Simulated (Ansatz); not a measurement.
SnAu (NiAs type)

```cif
data_Au2Sn2
_chemical_formula_sum 'Sn2 Au2'
_space_group_name_H-M_alt 'P63/mmc'
_space_group_IT_number 194
_space_group_name_Hall '-P 6c 2c'
_cell_length_a 4.33265
_cell_length_b 4.33265
_cell_length_c 5.55623
_cell_angle_alpha 90.000
_cell_angle_beta 90.000
_cell_angle_gamma 120.000
loop_
_atom_site_label
_atom_site_type_symbol
_atom_site_symmetry_multiplicity
_atom_site_Wyckoff_symbol
_atom_site_fract_x
_atom_site_fract_y
_atom_site_fract_z
_atom_site_occupancy
Sn1 Sn 2 c 0.33333 0.66667 0.25000 1
Au1 Au 2 a 0.00000 0.00000 0.00000 1
```

Two coordinates are scanned: the volume, and the ratio of the stretch along z (the conventional c axis) to the stretch across it. Atoms keep their fractional coordinates.

Method: PBEsol (plane waves to 420 eV, PAW, scalar-relativistic; Ansatz, a program for electronic structure). k mesh 12×12×9 (Γ-centred), Fermi-Dirac smearing 0.05 eV. The energy includes the smearing's −TS. With partly filled bands, the response to shear is sensitive to the k mesh, so small differences along c/a are uncertain. SnAu was relaxed with its symmetry unable to fall. Spin-orbit coupling is left out, though Au is heavy. ΔE is measured from the relaxed starting cell.

### Question
Predict the ΔE (meV/atom) at all points of the grid V/V₀ = 0.920, 0.960, 1.000, 1.040, 1.080 by (c/a)/(c/a)₀ = 0.880, 0.940, 1.000, 1.060, 1.120.

### Answer
ΔE (meV/atom), with V/V₀ across and (c/a)/(c/a)₀ down:

```
(c/a)/(c/a)₀ \ V/V₀  0.920  0.960  1.000  1.040  1.080
-------------------  -----  -----  -----  -----  -----
0.880                  178    119     89     83     95
0.940                   79     35     18     23     44
1.000                   48     11      0      9     35
1.060                   58     22     12     23     48
1.120                   85     48     37     45     69
```

(Under strain, the slope of the energy per volume gives the stress and its curvature an elastic modulus.)
